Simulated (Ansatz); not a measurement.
Relaxed-ion elastic tensor of CdS (rock salt, Fm-3m) in GPa (Voigt order), the program Ansatz at the LDA level (PAW); density 6.30 g/cm³, 19.03 Å³ per atom.

|  | 1 | 2 | 3 | 4 | 5 | 6 |
|---|---|---|---|---|---|---|
| 1 | 158 | 60.0 | 60.0 | 0.0 | 0.0 | 0.0 |
| 2 | 60.0 | 158 | 60.0 | 0.0 | 0.0 | 0.0 |
| 3 | 60.0 | 60.0 | 158 | 0.0 | 0.0 | 0.0 |
| 4 | 0.0 | 0.0 | 0.0 | 35.9 | 0.0 | 0.0 |
| 5 | 0.0 | 0.0 | 0.0 | 0.0 | 35.9 | 0.0 |
| 6 | 0.0 | 0.0 | 0.0 | 0.0 | 0.0 | 35.9 |

Is the crystal mechanically stable?

Yes: the smallest eigenvalue of C is 35.9 GPa.

Work out the Voigt, Reuss and Hill averages.

K_V = 92.5, K_R = 92.5, K_H = 92.5; G_V = 41.1, G_R = 40.2, G_H = 40.6 GPa.

Give Young's modulus, Poisson's ratio, Pugh's ratio and the universal anisotropy index.

E = 9KG/(3K + G) = 106 GPa; ν = 0.31; K/G = 2.28 (ductile by the Pugh limit of 1.75); A_U = 5G_V/G_R + K_V/K_R − 6 = 0.11.

Estimate the sound speeds and the Debye temperature.

v_l = √((K + 4G/3)/ρ) = 4820 m/s, v_t = √(G/ρ) = 2540 m/s, mean 2840 m/s; Θ = (h/k)(3n/4πV)^(1/3) v_m = 317 K.

Give the Zener ratio and Young's modulus along [100], [110] and [111].

A = 2C44/(C11 − C12) = 0.74; 1/E = S11 − 2(S11 − S12 − S44/2)Γ with Γ = 0, 1/4, 1/3 gives 125, 101, 95.4 GPa.

Solve the Christoffel equation for the three sound speeds along [100], [110], [111].

Eigenvalues of C_ijkl n_j n_l equal ρv². In km/s, slowest first: [100] 2.39, 2.39, 5.00; [110] 2.39, 2.78, 4.79; [111] 2.66, 2.66, 4.72.

This is a known high-pressure phase of the composition, computed here at zero pressure and temperature. Symmetry was held in the LDA relaxation; of distortions, only those at the zone centre were tested. A small band overlap can be real or an error of a semilocal functional. As this level gives no gap, shear constants depend on the k-mesh and smearing (Fermi–Dirac, 0.1 eV here).

Potentials: the later of the program's two PAW sets.
